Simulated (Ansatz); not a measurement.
**Calculated with Ansatz: Cs₂KYBr₆, relaxation**

The input file (Ansatz 0.2.0, plane waves):

```yaml
crystal:
  lattice:
    - [0.0, 5.730504, 5.730504]
    - [5.730504, 0.0, 5.730504]
    - [5.730504, 5.730504, 0.0]
  atoms:
    - { symbol: K, position: [0.5, 0.5, 0.5] }
    - { symbol: Br, position: [0.7554, 0.2446, 0.2446] }
    - { symbol: Br, position: [0.2446, 0.7554, 0.2446] }
    - { symbol: Br, position: [0.2446, 0.7554, 0.7554] }
    - { symbol: Br, position: [0.7554, 0.2446, 0.7554] }
    - { symbol: Br, position: [0.2446, 0.2446, 0.7554] }
    - { symbol: Br, position: [0.7554, 0.7554, 0.2446] }
    - { symbol: "Y", position: [0.0, 0.0, 0.0] }
    - { symbol: Cs, position: [0.25, 0.25, 0.25] }
    - { symbol: Cs, position: [0.75, 0.75, 0.75] }
  symmetry: { tolerance: 0.0003 }
kpoints:
  mp_grid: { grid: [4, 4, 4], shift: [0, 0, 0] }
magnetization:
  spin_polarized: false
scf:
  occupations: { method: fermi_dirac }
  lower_state_search: "off"
hamiltonian:
  pseudopotentials: { kind: paw }
  xc: r2scan
basis:
  ecutwfc: 500
  fft_grid_basis: typed
relax:
  max_steps: 80
  cell: { p_target: 0.0 }
output:
  forces: true
  stress: true
  eigenvalues: true
  bader: true
  populations: true
  elf: true
  write_potential: true
  volumetric_format: npy
  dos:
    e_range: [-12, 8]
    de: 0.05
    projected: { site_lists: { Br: [Br], Cs: [Cs], K: [K], "Y": ["Y"] } }
checkpoint:
  read: saved_state
```

Run with:

```bash
ansatz run input.yaml --threads 2 --pin off --max-ram 2560MiB --backend cpu --events-out ev --progress --plain --runs-dir out
```

Origin of the cell: a known structure type with other elements, at an estimated volume, so it need not be a known compound.

The smearing width isn't typed, so it takes its default of 0.1 eV.

The saved state is a converged single point of the same cell.

Steps («new basis» is an SCF on plane waves selected anew at the same cell):

```
step  ΔF (meV/atom)  max force component (eV/Å)  P (GPa)  volume (Å³)  SCF iterations   step was
   1            0.0                       0.661     0.94       376.36               5   accepted
   2          -20.1                       0.184     1.09       388.11               6   accepted
   3          -24.9                       0.030     0.42       398.26               5   accepted
   4          -25.9                       0.006     0.04       406.41               5   accepted
   5          -26.2                       0.007     0.04       406.41               6  new basis
```

Before:

Space group Fm-3m (No. 225); the run's cell has a = 8.104 Å, b = 8.104 Å, c = 8.104 Å, α = 60.00°, β = 60.00°, γ = 60.00°. Shortest distances: Br–Y 2.80 Å, Br–K 2.93 Å.

After:

Space group Fm-3m (No. 225); the run's cell has a = 8.314 Å, b = 8.314 Å, c = 8.314 Å, α = 60.00°, β = 60.00°, γ = 60.00°. Shortest distances: Br–Y 2.78 Å, Br–K 3.10 Å.

```
CELL_PARAMETERS angstrom
0.00000 5.87911 5.87911
5.87911 0.00000 5.87911
5.87911 5.87911 0.00000
ATOMIC_POSITIONS crystal
K 0.50000 0.50000 0.50000
Br 0.76375 0.23625 0.23625
Br 0.23625 0.76375 0.23625
Br 0.23625 0.76375 0.76375
Br 0.76375 0.23625 0.76375
Br 0.23625 0.23625 0.76375
Br 0.76375 0.76375 0.23625
Y 0.00000 0.00000 0.00000
Cs 0.25000 0.25000 0.25000
Cs 0.75000 0.75000 0.75000
```

| Item | Value |
| --- | --- |
| Free energy lowered by | 26.2 meV/atom |
| Volume change | 7.98 % |
| Final pressure | 0.04 GPa |
| Relaxation steps listed | 5 |

Caveats: the relaxation held the start's symmetry, so the end may be a saddle point.

It ran for 110 s on 2 threads of Arm Neoverse V1, on a shared host, peak memory 1.9 GiB, from a saved density.
